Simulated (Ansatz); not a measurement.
Tc:
```cif
data_Tc2
_chemical_formula_sum 'Tc2'
_space_group_name_H-M_alt 'P63/mmc'
_space_group_IT_number 194
_space_group_name_Hall '-P 6c 2c'
_cell_length_a 2.75225
_cell_length_b 2.75225
_cell_length_c 4.40266
_cell_angle_alpha 90.000
_cell_angle_beta 90.000
_cell_angle_gamma 120.000
loop_
_atom_site_label
_atom_site_type_symbol
_atom_site_symmetry_multiplicity
_atom_site_Wyckoff_symbol
_atom_site_fract_x
_atom_site_fract_y
_atom_site_fract_z
_atom_site_occupancy
Tc1 Tc 2 d 0.66667 0.33333 0.25000 1
```

Relaxed at zero pressure with plane-wave PAW PBE (Ansatz code).

**Question.** The volume is raised by 9 % and shape and atoms relax at that volume. What pressure results, and how do the axes share the change?

**Answer.** -21.2 GPa; a 3.0 %, b 3.0 %, c 2.8 %; the energy rises by 93 meV/atom.

**Question.** Give the new structure.

**Answer.** 
Space group P6₃/mmc (No. 194); a = 2.834 Å, b = 2.834 Å, c = 4.526 Å, α = 90.00°, β = 90.00°, γ = 120.00°

```json
[
 {"atom": "Tc", "site": "2d", "symmetry": "-6m2", "x": "0.6667", "y": "0.3333", "z": "0.2500"}
]
```

The phase is kept; no other phase was compared at this pressure.

Space group P6_3/mmc (hcp (Mg type)). Symmetry was held in the PBE relaxation. No spin polarisation was allowed. Axis ratios of metals converge slowly with the k-mesh, so a and c are less sure than the volume.

Potentials: the later of the program's two PAW sets.
